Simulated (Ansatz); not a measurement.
Relaxed-ion elastic tensor of TiRh (CsCl type, space group No. 221) in GPa (Voigt order), the program Ansatz at the PBEsol level (PAW); density 8.64 g/cm³, 14.49 Å³ per atom.

```
     1    2    3     4     5     6
-  ---  ---  ---  ----  ----  ----
1  161  229  229   0.0   0.0   0.0
2  229  161  229   0.0   0.0   0.0
3  229  229  161   0.0   0.0   0.0
4  0.0  0.0  0.0  65.0   0.0   0.0
5  0.0  0.0  0.0   0.0  65.0   0.0
6  0.0  0.0  0.0   0.0   0.0  65.0
```

**Question.** Is the crystal mechanically stable?

**Answer.** No: the smallest eigenvalue of C is -68.2 GPa.

Space group Pm-3m (CsCl type). The workflow started from a Materials Project entry (that database holds measured and hypothetical structures alike); the Crystallography Open Database copy checked does not list it. COD files the formula under space group No. 123. Its standing as an ambient phase is unchecked. Symmetry was held in the PBEsol relaxation. At this level the phase is mechanically unstable. The run is not spin-polarised. As this level gives no gap, shear constants depend on the k-mesh and smearing (Fermi–Dirac, 0.1 eV here).

Potentials: the later of the program's two PAW sets.
